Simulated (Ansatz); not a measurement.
**Notes on LiZn₂P₂**

```
CELL_PARAMETERS angstrom
3.80199 0.00000 0.00000
-1.90099 3.29262 0.00000
0.00000 0.00000 6.40363
ATOMIC_POSITIONS crystal
P 0.33330 0.66670 0.25830
P 0.66670 0.33330 0.74170
Li 0.00000 0.00000 0.00000
Zn 0.33330 0.66670 0.63030
Zn 0.66670 0.33330 0.36970
```

The numbers come from plane-wave PAW DFT (Ansatz): PBE, no spin polarisation, 420 eV, 10×10×5 Γ-centred k points, fermi-dirac occupations (width 0.0209 eV). Nothing was relaxed.

**Question.** What happens at the Fermi level?

**Answer.** It is a metal, with about 1.9 states/eV a cell as the mean within 0.25 eV of the Fermi level, mostly P p (87 %).

**Question.** Where is the largest force?

**Answer.** The largest is on P1 (and as large on other atoms): 1.22 eV/Å, components (0.00, 0.00, -1.22). It makes 108° with the line to a nearest neighbour, Zn5 at 2.31 Å.

**Question.** Is it stable against the elements?

**Answer.** -0.24 eV an atom against the elements' usual phases (free molecules for gases, crystals otherwise, with no correction for O₂ or N₂), so it is bound against them; other compounds may still compete. Relaxing would lower it.

**Question.** What does the stress say?

**Answer.** The pressure is 8.9 GPa (compression positive), so with the atoms held at these fractions the cell would first expand; the forces are large, so a full relaxation may end otherwise.

**Question.** How is the charge shared?

**Answer.** Bader charges in e: Li +0.88, Zn +0.53, P -0.97. In the mean Li gives up most and P takes most.

Origin: a known structure type with other elements, at an estimated volume, so it need not be a known compound.
